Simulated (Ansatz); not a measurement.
**Question.** TaC (rock salt, Fm-3m) is relaxed with PBE (plane waves, PAW; program Ansatz). What lattice parameters of the conventional cell result?

**Answer.** a = 4.475 Å.

**Question.** Is it a metal or does it have a gap at this level?

**Answer.** No gap at this level.

The cell was relaxed with PBE under the symmetry of its start. No spin polarisation was allowed. Spin–orbit coupling is left out wherever it is not named.

Potentials: the later of the program's two PAW sets.
